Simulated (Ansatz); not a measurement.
Data:

GaP:
```yaml
crystal:
  lattice:
    - [0.00000, 2.55896, 2.55896]
    - [2.55896, 0.00000, 2.55896]
    - [2.55896, 2.55896, 0.00000]
  atoms:
    - { symbol: P, position: [0.00000, 0.00000, 0.00000] }
    - { symbol: Ga, position: [0.50000, 0.50000, 0.50000] }
```

This is the r²SCAN-relaxed structure.

**Question.** All from plane-wave PAW r²SCAN (Ansatz code), unless another level is named. Predict the electronic character.

**Answer.** metallic (no gap).

**Question.** Next, the density of states at the Fermi level?

**Answer.** 0.55 states/eV per atom (mean over ±0.08 eV).

**Question.** Give the formation energy from the elements (no fitted shifts).

**Answer.** -0.030 eV/atom.

Space group Fm-3m (rock salt). The cell is a constructed one: a structure type filled with these elements; neither database checked (COD, Materials Project) lists it. It is not the phase usual at ambient conditions (space group No. 216). Symmetry was held in the r²SCAN relaxation; whether a distortion lowers the energy is not shown. The references are the lowest solids computed at this level, not always the standard phases. Scalar-relativistic: spin–orbit coupling is off unless named, which matters more the heavier the elements.

Potentials: the later of the program's two PAW sets.
